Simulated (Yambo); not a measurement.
**Optical response of NiAl**

```
NiAl
1.0
    1.93870    -1.95319     0.00000
    1.93870     1.95319     0.00000
    0.00000     0.00000     3.09943
Al Ni
1 1
Cartesian
  0.00000   0.00000   0.00000
  1.93869   0.00000   1.54971
```

Yambo, RPA with local fields on PBEsol bands; 18×18×16 mesh, 37 bands, 4 Ry local-field block, 0.25 eV broadening; field along y.

```json
[
 {"E (eV)": "0.6", "Im ε": "8.95", "Im ε, independent particles": "8.96"},
 {"E (eV)": "1.0", "Im ε": "4.96", "Im ε, independent particles": "4.96"},
 {"E (eV)": "1.4", "Im ε": "5.86", "Im ε, independent particles": "5.87"},
 {"E (eV)": "1.8", "Im ε": "6.30", "Im ε, independent particles": "6.34"},
 {"E (eV)": "2.1", "Im ε": "10.1", "Im ε, independent particles": "10.2"},
 {"E (eV)": "2.5", "Im ε": "10.2", "Im ε, independent particles": "10.3"},
 {"E (eV)": "2.9", "Im ε": "9.88", "Im ε, independent particles": "9.96"},
 {"E (eV)": "3.2", "Im ε": "8.69", "Im ε, independent particles": "8.75"},
 {"E (eV)": "3.6", "Im ε": "7.98", "Im ε, independent particles": "8.05"},
 {"E (eV)": "4.0", "Im ε": "9.64", "Im ε, independent particles": "9.71"},
 {"E (eV)": "4.4", "Im ε": "13.5", "Im ε, independent particles": "13.5"},
 {"E (eV)": "4.8", "Im ε": "11.8", "Im ε, independent particles": "11.7"},
 {"E (eV)": "5.1", "Im ε": "10.0", "Im ε, independent particles": "9.98"},
 {"E (eV)": "5.5", "Im ε": "10.3", "Im ε, independent particles": "10.3"},
 {"E (eV)": "5.9", "Im ε": "9.85", "Im ε, independent particles": "9.92"},
 {"E (eV)": "6.2", "Im ε": "8.76", "Im ε, independent particles": "8.83"},
 {"E (eV)": "6.6", "Im ε": "7.29", "Im ε, independent particles": "7.38"},
 {"E (eV)": "7.0", "Im ε": "6.58", "Im ε, independent particles": "6.76"},
 {"E (eV)": "7.4", "Im ε": "5.70", "Im ε, independent particles": "5.90"},
 {"E (eV)": "7.8", "Im ε": "5.72", "Im ε, independent particles": "5.96"},
 {"E (eV)": "8.1", "Im ε": "5.64", "Im ε, independent particles": "5.78"},
 {"E (eV)": "8.5", "Im ε": "4.72", "Im ε, independent particles": "4.79"},
 {"E (eV)": "8.9", "Im ε": "4.20", "Im ε, independent particles": "4.27"},
 {"E (eV)": "9.2", "Im ε": "3.77", "Im ε, independent particles": "3.83"},
 {"E (eV)": "9.6", "Im ε": "3.30", "Im ε, independent particles": "3.35"},
 {"E (eV)": "10.0", "Im ε": "2.89", "Im ε, independent particles": "2.93"},
 {"E (eV)": "10.4", "Im ε": "2.58", "Im ε, independent particles": "2.61"},
 {"E (eV)": "10.8", "Im ε": "2.33", "Im ε, independent particles": "2.36"},
 {"E (eV)": "11.1", "Im ε": "2.11", "Im ε, independent particles": "2.15"},
 {"E (eV)": "11.5", "Im ε": "1.95", "Im ε, independent particles": "1.98"},
 {"E (eV)": "11.9", "Im ε": "1.75", "Im ε, independent particles": "1.78"},
 {"E (eV)": "12.2", "Im ε": "1.64", "Im ε, independent particles": "1.66"},
 {"E (eV)": "12.6", "Im ε": "1.43", "Im ε, independent particles": "1.46"},
 {"E (eV)": "13.0", "Im ε": "1.29", "Im ε, independent particles": "1.32"},
 {"E (eV)": "13.4", "Im ε": "1.20", "Im ε, independent particles": "1.22"},
 {"E (eV)": "13.8", "Im ε": "1.09", "Im ε, independent particles": "1.11"},
 {"E (eV)": "14.1", "Im ε": "1.07", "Im ε, independent particles": "1.09"},
 {"E (eV)": "14.5", "Im ε": "1.04", "Im ε, independent particles": "1.07"},
 {"E (eV)": "14.9", "Im ε": "0.94", "Im ε, independent particles": "0.96"},
 {"E (eV)": "15.2", "Im ε": "0.85", "Im ε, independent particles": "0.87"},
 {"E (eV)": "15.6", "Im ε": "0.76", "Im ε, independent particles": "0.79"},
 {"E (eV)": "16.0", "Im ε": "0.75", "Im ε, independent particles": "0.78"},
 {"E (eV)": "16.4", "Im ε": "0.70", "Im ε, independent particles": "0.74"},
 {"E (eV)": "16.8", "Im ε": "0.67", "Im ε, independent particles": "0.70"},
 {"E (eV)": "17.1", "Im ε": "0.63", "Im ε, independent particles": "0.67"},
 {"E (eV)": "17.5", "Im ε": "0.59", "Im ε, independent particles": "0.63"},
 {"E (eV)": "17.9", "Im ε": "0.57", "Im ε, independent particles": "0.60"},
 {"E (eV)": "18.2", "Im ε": "0.54", "Im ε, independent particles": "0.58"},
 {"E (eV)": "18.6", "Im ε": "0.55", "Im ε, independent particles": "0.60"},
 {"E (eV)": "19.0", "Im ε": "0.53", "Im ε, independent particles": "0.58"},
 {"E (eV)": "19.4", "Im ε": "0.52", "Im ε, independent particles": "0.57"},
 {"E (eV)": "19.8", "Im ε": "0.50", "Im ε, independent particles": "0.55"}
]
```

Only interband transitions are included: the Drude term is missing, so nothing below about 0.6 eV and no real part is shown. Structure narrower than a few tenths of an eV can come from the finite k mesh.

Geometry of the Materials Project entry, not relaxed at this level.

This is not the ordinary phase of the substance; no match was found in the copy of COD used, and its stability was not checked.

The runs are not spin-polarised; magnetic order was not tried.
